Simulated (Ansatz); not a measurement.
Here is the system:

K₄Si₂₃:
```yaml
crystal:
  lattice:
    - [-5.14638, 5.14638, 5.14638]
    - [5.14638, -5.14638, 5.14638]
    - [5.14638, 5.14638, -5.14638]
  atoms:
    - { symbol: Si, position: [0.00000, 0.00000, 0.00000] }
    - { symbol: Si, position: [0.26797, 0.26797, 0.26797] }
    - { symbol: Si, position: [0.00000, 0.00000, 0.73203] }
    - { symbol: Si, position: [0.00000, 0.73203, 0.00000] }
    - { symbol: Si, position: [0.73203, 0.00000, 0.00000] }
    - { symbol: Si, position: [0.50000, 0.25000, 0.75000] }
    - { symbol: Si, position: [0.50000, 0.75000, 0.25000] }
    - { symbol: Si, position: [0.75000, 0.50000, 0.25000] }
    - { symbol: Si, position: [0.25000, 0.50000, 0.75000] }
    - { symbol: Si, position: [0.25000, 0.75000, 0.50000] }
    - { symbol: Si, position: [0.75000, 0.25000, 0.50000] }
    - { symbol: Si, position: [0.43953, 0.43953, 0.16429] }
    - { symbol: Si, position: [0.27524, 0.27524, 0.83571] }
    - { symbol: Si, position: [0.72476, 0.56047, 0.00000] }
    - { symbol: Si, position: [0.56047, 0.72476, 0.00000] }
    - { symbol: Si, position: [0.16429, 0.43953, 0.43953] }
    - { symbol: Si, position: [0.83571, 0.27524, 0.27524] }
    - { symbol: Si, position: [0.00000, 0.72476, 0.56047] }
    - { symbol: Si, position: [0.00000, 0.56047, 0.72476] }
    - { symbol: Si, position: [0.43953, 0.16429, 0.43953] }
    - { symbol: Si, position: [0.27524, 0.83571, 0.27524] }
    - { symbol: Si, position: [0.56047, 0.00000, 0.72476] }
    - { symbol: Si, position: [0.72476, 0.00000, 0.56047] }
    - { symbol: K, position: [0.62008, 0.62008, 0.62008] }
    - { symbol: K, position: [0.00000, 0.00000, 0.37992] }
    - { symbol: K, position: [0.00000, 0.37992, 0.00000] }
    - { symbol: K, position: [0.37992, 0.00000, 0.00000] }
```

This is the PBE-relaxed structure.

### Question
All from PBE (plane waves, PAW; program Ansatz), unless another level is named. Estimate the electronic character.

### Answer
metallic (no gap).

### Question
Give the density of states at the Fermi level.

### Answer
0.32 states/eV per atom (mean over ±0.08 eV).

### Question
And the formation energy from the elements (no fitted shifts)?

### Answer
0.031 eV/atom.

Space group I-43m. The start of the workflow was typed in or built on a structure type; neither database checked (COD, Materials Project) lists it. COD files the formula under space group No. 223, so this cell is another polymorph or a model. Whether it is the stable phase at ambient conditions was not checked. The PBE relaxation kept the symmetry of its start; its stability against distortions is not shown here. The references are the lowest solids computed at this level, not always the standard phases.

Potentials: the later of the program's two PAW sets.
